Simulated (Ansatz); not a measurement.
Before relaxation, 1 AlMe3 a cell, inverted, over a top H site (Si, Fd-3m (No. 227), (1 1 0) face):

```
CELL_PARAMETERS angstrom
7.66719 0.00000 0.00000
0.00000 10.84304 0.00000
0.00000 0.00000 31.02997
ATOMIC_POSITIONS crystal
Si 0.25000 0.50000 0.31240
Si 0.25000 0.00000 0.31240
Si 0.75000 0.50000 0.31240
Si 0.75000 0.00000 0.31240
Si 0.50000 0.62500 0.31240
Si 0.50000 0.12500 0.31240
Si 0.00000 0.62500 0.31240
Si 0.00000 0.12500 0.31240
Si 0.50000 0.75000 0.37417
Si 0.50000 0.25000 0.37417
Si 0.00000 0.75000 0.37417
Si 0.00000 0.25000 0.37417
Si 0.75000 0.87500 0.37417
Si 0.75000 0.37500 0.37417
Si 0.25000 0.87500 0.37417
Si 0.25000 0.37500 0.37417
Si 0.75000 0.00073 0.43534
Si 0.75000 0.50073 0.43534
Si 0.25000 0.00073 0.43534
Si 0.25000 0.50073 0.43534
Si 0.00000 0.12427 0.43534
Si 0.00000 0.62427 0.43534
Si 0.50000 0.12427 0.43534
Si 0.50000 0.62427 0.43534
Si 0.00000 0.25066 0.49674
Si 0.00000 0.75066 0.49674
Si 0.50000 0.25066 0.49674
Si 0.50000 0.75066 0.49674
Si 0.25000 0.37434 0.49674
Si 0.25000 0.87434 0.49674
Si 0.75000 0.37434 0.49674
Si 0.75000 0.87434 0.49674
Cl 0.25000 0.42846 0.25116
Cl 0.25000 0.92846 0.25116
Cl 0.75000 0.42846 0.25116
Cl 0.75000 0.92846 0.25116
Cl 0.50000 0.69654 0.25116
Cl 0.50000 0.19654 0.25116
Cl 0.00000 0.69654 0.25116
Cl 0.00000 0.19654 0.25116
H 0.00000 0.16888 0.53590
H 0.00000 0.66888 0.53590
H 0.50000 0.16888 0.53590
H 0.50000 0.66888 0.53590
H 0.25000 0.45612 0.53590
H 0.25000 0.95612 0.53590
H 0.75000 0.45612 0.53590
H 0.75000 0.95612 0.53590
Al 0.56727 0.89828 0.67615
C 0.72323 0.00231 0.64116
H 0.66002 0.09065 0.63506
H 0.84493 0.01717 0.65856
H 0.75000 0.95612 0.61067
C 0.40009 0.78677 0.64777
H 0.46233 0.69790 0.64202
H 0.28672 0.77435 0.66852
H 0.35959 0.82708 0.61719
C 0.57851 0.90578 0.73952
H 0.67049 0.83675 0.75117
H 0.62166 0.99736 0.74932
H 0.44945 0.88741 0.75279
```

The calculation used DFT PBE+D3(BJ), scalar-relativistic, plane waves, PAW in Ansatz 0.2.0. Plane waves to 420 eV, a k mesh through Γ of 2×2×1 on the computed 61-atom cell and Gaussian smearing (0.05 eV); no spin polarisation. A dipole correction removes the field between periodic images along c.

Atoms 1, 2, 3, 4, 5, 6, 7, 8, 9, 10, 11, 12, 13, 14, 15, 16 (counted from 1) are held. The cell is fixed. Force threshold 0.04 eV/Å.

Question: Where does it end?

Answer: The energy falls by 0.128 eV in 24 steps, to:

```yaml
crystal:
  lattice:
    - [7.66719, 0.00000, 0.00000]
    - [0.00000, 10.84304, 0.00000]
    - [0.00000, 0.00000, 31.02997]
  atoms:
    - { symbol: Si, position: [0.25000, 0.50000, 0.31240] }
    - { symbol: Si, position: [0.25000, 0.00000, 0.31240] }
    - { symbol: Si, position: [0.75000, 0.50000, 0.31240] }
    - { symbol: Si, position: [0.75000, 0.00000, 0.31240] }
    - { symbol: Si, position: [0.50000, 0.62500, 0.31240] }
    - { symbol: Si, position: [0.50000, 0.12500, 0.31240] }
    - { symbol: Si, position: [0.00000, 0.62500, 0.31240] }
    - { symbol: Si, position: [0.00000, 0.12500, 0.31240] }
    - { symbol: Si, position: [0.50000, 0.75000, 0.37417] }
    - { symbol: Si, position: [0.50000, 0.25000, 0.37417] }
    - { symbol: Si, position: [0.00000, 0.75000, 0.37417] }
    - { symbol: Si, position: [0.00000, 0.25000, 0.37417] }
    - { symbol: Si, position: [0.75000, 0.87500, 0.37417] }
    - { symbol: Si, position: [0.75000, 0.37500, 0.37417] }
    - { symbol: Si, position: [0.25000, 0.87500, 0.37417] }
    - { symbol: Si, position: [0.25000, 0.37500, 0.37417] }
    - { symbol: Si, position: [0.74964, 0.00057, 0.43534] }
    - { symbol: Si, position: [0.74954, 0.50063, 0.43536] }
    - { symbol: Si, position: [0.24956, 0.00076, 0.43521] }
    - { symbol: Si, position: [0.24964, 0.50065, 0.43530] }
    - { symbol: Si, position: [0.99957, 0.12421, 0.43533] }
    - { symbol: Si, position: [0.99959, 0.62410, 0.43531] }
    - { symbol: Si, position: [0.49971, 0.12408, 0.43529] }
    - { symbol: Si, position: [0.49951, 0.62419, 0.43523] }
    - { symbol: Si, position: [0.99970, 0.25028, 0.49680] }
    - { symbol: Si, position: [0.99909, 0.75054, 0.49667] }
    - { symbol: Si, position: [0.49955, 0.25047, 0.49666] }
    - { symbol: Si, position: [0.49890, 0.75035, 0.49662] }
    - { symbol: Si, position: [0.24955, 0.37419, 0.49668] }
    - { symbol: Si, position: [0.24897, 0.87426, 0.49649] }
    - { symbol: Si, position: [0.74972, 0.37404, 0.49674] }
    - { symbol: Si, position: [0.74885, 0.87392, 0.49666] }
    - { symbol: Cl, position: [0.24992, 0.42847, 0.25116] }
    - { symbol: Cl, position: [0.25006, 0.92855, 0.25114] }
    - { symbol: Cl, position: [0.75005, 0.42848, 0.25116] }
    - { symbol: Cl, position: [0.74989, 0.92848, 0.25116] }
    - { symbol: Cl, position: [0.49994, 0.69650, 0.25115] }
    - { symbol: Cl, position: [0.49999, 0.19665, 0.25118] }
    - { symbol: Cl, position: [0.00001, 0.69667, 0.25118] }
    - { symbol: Cl, position: [0.99997, 0.19657, 0.25117] }
    - { symbol: H, position: [0.99944, 0.16870, 0.53597] }
    - { symbol: H, position: [0.99960, 0.66907, 0.53589] }
    - { symbol: H, position: [0.49890, 0.16859, 0.53580] }
    - { symbol: H, position: [0.49897, 0.66736, 0.53539] }
    - { symbol: H, position: [0.24982, 0.45588, 0.53584] }
    - { symbol: H, position: [0.24780, 0.95727, 0.53529] }
    - { symbol: H, position: [0.74943, 0.45572, 0.53590] }
    - { symbol: H, position: [0.74893, 0.95560, 0.53574] }
    - { symbol: Al, position: [0.60868, 0.94797, 0.65565] }
    - { symbol: C, position: [0.77273, 0.05587, 0.62469] }
    - { symbol: H, position: [0.71282, 0.09860, 0.59613] }
    - { symbol: H, position: [0.82591, 0.12973, 0.64507] }
    - { symbol: H, position: [0.88461, 0.00195, 0.61267] }
    - { symbol: C, position: [0.44876, 0.84161, 0.62291] }
    - { symbol: H, position: [0.52029, 0.76464, 0.60786] }
    - { symbol: H, position: [0.34547, 0.80078, 0.64290] }
    - { symbol: H, position: [0.38595, 0.89189, 0.59629] }
    - { symbol: C, position: [0.61010, 0.94149, 0.71898] }
    - { symbol: H, position: [0.70296, 0.87070, 0.73020] }
    - { symbol: H, position: [0.65123, 0.02886, 0.73382] }
    - { symbol: H, position: [0.48237, 0.91621, 0.73247] }
```

The end is the local minimum or symmetric point that this start leads to. The slab is only 5.8 Å thick, so the energy isn't converged with thickness.

Cost: 1 run of about 67 core-minutes, on Arm Neoverse V2 (shared hosts).